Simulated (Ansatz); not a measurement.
# Surface calculation: fcc Ir (110), 5 layers

The slab is cut from the fcc crystal, the stable phase, as relaxed on PAW files (14.06 Å³/atom), with 16 Å of vacuum and a dipole correction:

```
Ir
1.0
     2.70938    0.00000    0.00000
     0.00000    3.83164    0.00000
     0.00000    0.00000   21.41880
Ir
5
Direct
  0.00000 0.00000 0.37350
  0.50000 0.50000 0.43675
  0.00000 0.00000 0.50000
  0.50000 0.50000 0.56325
  0.00000 0.00000 0.62650
```

All numbers are PBEsol results (scalar-relativistic) from Ansatz 0.2.0, with a Γ-centred 15×11×1 k mesh, Fermi–Dirac smearing of 0.1 eV, no spin polarisation. Methods: LAPW: all electrons, basis error target 1 meV/atom; PAW: frozen-core files, cutoff 420 eV.

The bulk energy comes from a cell in the slab's orientation on a 15×11×15 mesh. The surface energy is (E(slab) − N·E(bulk))/2A at zero smearing, the mean of both faces; thin slabs carry quantum-size effects.

Spin–orbit coupling is left out, which matters for the heavy atoms. The PAW files were made under PBE.

As cut, the LAPW slab lies 4.704 eV above 5 atoms of bulk. What surface energy is that?

Over two faces of 10.38 Å² it is 226.6 meV/Å², and times 16.02 J/m² per eV/Å² that gives γ = 3.630 J/m².

| method | γ as cut (J/m²) | γ relaxed (J/m²) | Φ as cut (eV) | Φ relaxed (eV) |
| --- | --- | --- | --- | --- |
| LAPW | 3.630 | 3.349 | 5.11 | 4.87 |
| PAW | 3.629 | 3.348 | 5.11 | 4.87 |

How do the spacings between the planes relax?

From the bottom face up: d12 -15.1 % of 1.355 Å, d23 +5.2 % of 1.355 Å, d34 +5.2 % of 1.355 Å, d45 -15.1 % of 1.355 Å.

A field of 0.5 V/Å is applied along the normal, atoms held. What follows?

LAPW finds an induced dipole of 0.2362 e·Å a cell (PAW 0.2362), that is 8.24 Å for 4πα over the area, against 5.15 Å between the outer atoms.

What changes if the vacuum is set to 22 Å?

LAPW then gives: no gap, work function 4.87 eV; PAW: no gap, work function 4.87 eV.

A 4f core hole is made on one atom of each kind in every 1×1 cell (PAW hole dataset, neutral cell, valence without spin). What does it cost by layer?

layer 1 61.06 eV, layer 2 61.62 eV, layer 3 61.66 eV. Shifts between layers mean more than the absolute values, and a whole layer of holes screens otherwise than one hole.
